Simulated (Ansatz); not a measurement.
Space group P-6m2 (No. 187). a = 2.835 Å, b = 2.835 Å, c = 8.607 Å, α = 90.00°, β = 90.00°, γ = 120.00°
```
atom site symmetry x y z
  Zn    1f      -6m2  0.6667  0.3333  0.5000
  Zn    2h       3m.  0.3333  0.6667  0.2565
  Ag    1e      -6m2  0.6667  0.3333  0.0000
```

Equation of state of this Zn₃Ag structure (not necessarily the ground state), with shape and atoms relaxed at each volume where symmetry leaves them free. It has no gap at any of these volumes. These are results of DFT r2SCAN, scalar-relativistic, plane waves, PAW (Ansatz), not measurements.

Plane waves to 500 eV, a k mesh through Γ of 18×18×6 on the computed 4-atom cell and Gaussian smearing (0.10 eV); no spin polarisation.

```
V (Å³/atom) E − E(largest V) (meV/atom) P (GPa)
     14.083                         4.13     7.08
     14.532                       -10.11     3.20
     14.982                       -14.45     0.00
     15.431                       -10.59    -2.64
     15.880                         0.00    -4.80
```

Q: Fit a third-order Birch–Murnaghan equation to E(V).

A: V0 = 14.98 Å³/atom, B0 = 97 GPa, B0' = 5.4.